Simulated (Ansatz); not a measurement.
SiC:
```
SiC
1.0
    3.07895     0.00000     0.00000
   -1.53948     2.66645     0.00000
    0.00000     0.00000    20.13707
Si C
8 8
Direct
  0.33333   0.66667   0.25011
  0.66667   0.33333   0.75011
  0.33333   0.66667   0.62499
  0.66667   0.33333   0.12499
  0.00000   0.00000   0.00009
  0.00000   0.00000   0.50009
  0.33333   0.66667   0.87519
  0.66667   0.33333   0.37519
  0.33333   0.66667   0.96892
  0.66667   0.33333   0.46892
  0.00000   0.00000   0.09386
  0.00000   0.00000   0.59386
  0.33333   0.66667   0.34412
  0.66667   0.33333   0.84412
  0.33333   0.66667   0.71872
  0.66667   0.33333   0.21872
```

Relaxed with r²SCAN.

Q: Give the optical modes at the zone centre with their infrared activity from DFPT, r²SCAN in the plane-wave PAW code Ansatz.

A: Transverse frequencies, without the LO–TO term; a row sums one degenerate level.

| ω (cm⁻¹) | degeneracy | IR ((D/Å)²/amu) | activity |
|---|---|---|---|
| 115 | 2 | 0.00 | IR-inactive |
| 118 | 2 | 0.00 | IR-inactive |
| 202 | 2 | 0.00 | IR-inactive |
| 206 | 2 | 0.00 | IR-inactive |
| 217 | 1 | 0.00 | IR-inactive |
| 218 | 1 | 0.00 | IR-inactive |
| 253 | 2 | 0.00 | IR-inactive |
| 257 | 2 | 0.00 | IR-inactive |
| 272 | 2 | 0.00 | IR-inactive |
| 407 | 1 | 0.06 | IR |
| 411 | 1 | 0.01 | IR-inactive |
| 552 | 1 | 0.00 | IR-inactive |
| 558 | 1 | 0.00 | IR-inactive |
| 618 | 1 | 0.07 | IR |
| 769 | 2 | 0.13 | IR |
| 770 | 2 | 0.00 | IR-inactive |
| 777 | 2 | 0.00 | IR-inactive |
| 782 | 2 | 0.27 | IR |
| 786 | 2 | 0.55 | IR |
| 792 | 1 | 165.95 | IR |
| 794 | 2 | 0.00 | IR-inactive |
| 795 | 2 | 0.00 | IR-inactive |
| 800 | 2 | 321.42 | IR |
| 845 | 1 | 0.24 | IR |
| 875 | 1 | 0.00 | IR-inactive |
| 878 | 1 | 0.00 | IR-inactive |
| 925 | 1 | 0.10 | IR |
| 929 | 1 | 0.01 | IR |
| 959 | 1 | 0.00 | IR-inactive |
| 965 | 1 | 0.00 | IR-inactive |

Q: How high does the top mode go among those that the LO–TO term moves?

A: 979 cm⁻¹ for q along x, 979 cm⁻¹ for q along y, 974 cm⁻¹ for q along z.

Space group P6_3mc. The workflow started from an entry of the Crystallography Open Database (COD). Its sites differ from those of the usual phase in this space group: another stacking or structure type. The r²SCAN relaxation kept the symmetry of its start; of distortions, only those at the zone centre were tested.

Potentials: the later of the program's two PAW sets.
